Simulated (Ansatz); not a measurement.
Data:

AlSiCN:
```cif
data_C4Al4N4Si4
_chemical_formula_sum 'Al4 N4 Si4 C4'
_space_group_name_H-M_alt 'P3m1'
_space_group_IT_number 156
_space_group_name_Hall 'P 3 -2"'
_cell_length_a 3.11006
_cell_length_b 3.11006
_cell_length_c 20.06080
_cell_angle_alpha 90.000
_cell_angle_beta 90.000
_cell_angle_gamma 120.000
loop_
_atom_site_label
_atom_site_type_symbol
_atom_site_symmetry_multiplicity
_atom_site_Wyckoff_symbol
_atom_site_fract_x
_atom_site_fract_y
_atom_site_fract_z
_atom_site_occupancy
Al1 Al 1 b 0.33333 0.66667 0.00207 1
N1 N 1 b 0.33333 0.66667 0.10012 1
Al2 Al 1 c 0.66667 0.33333 0.12446 1
N2 N 1 c 0.66667 0.33333 0.22231 1
Al3 Al 1 b 0.33333 0.66667 0.24664 1
N3 N 1 b 0.33333 0.66667 0.34459 1
Al4 Al 1 c 0.66667 0.33333 0.36894 1
N4 N 1 c 0.66667 0.33333 0.46854 1
Si1 Si 1 b 0.33333 0.66667 0.49906 1
C1 C 1 b 0.33333 0.66667 0.59047 1
Si2 Si 1 c 0.66667 0.33333 0.62421 1
C2 C 1 c 0.66667 0.33333 0.71667 1
Si3 Si 1 b 0.33333 0.66667 0.75020 1
C3 C 1 b 0.33333 0.66667 0.84268 1
Si4 Si 1 c 0.66667 0.33333 0.87670 1
C4 C 1 c 0.66667 0.33333 0.96765 1
```

This is the PBEsol-relaxed structure.

**Question.** All from PBEsol (plane waves, PAW; program Ansatz), unless another level is named. Estimate the bulk modulus (Birch–Murnaghan fit).

**Answer.** 199 GPa.

**Question.** Give the highest zone-centre frequency.

**Answer.** 933 cm⁻¹.

The start of the workflow was typed in or built on a structure type; the Crystallography Open Database copy checked does not list it. Whether it is the stable phase at ambient conditions was not checked. The PBEsol relaxation kept the symmetry of its start; whether a distortion lowers the energy is not shown. As this level gives no gap, phonon frequencies hold no LO–TO term and depend on the k-mesh and smearing (Fermi–Dirac, 0.1 eV here).

Potentials: the earlier of the program's two PAW sets. The files were generated under PBE; for other functionals the program regenerates the frozen cores, and for LDA and PBEsol the local potential too.
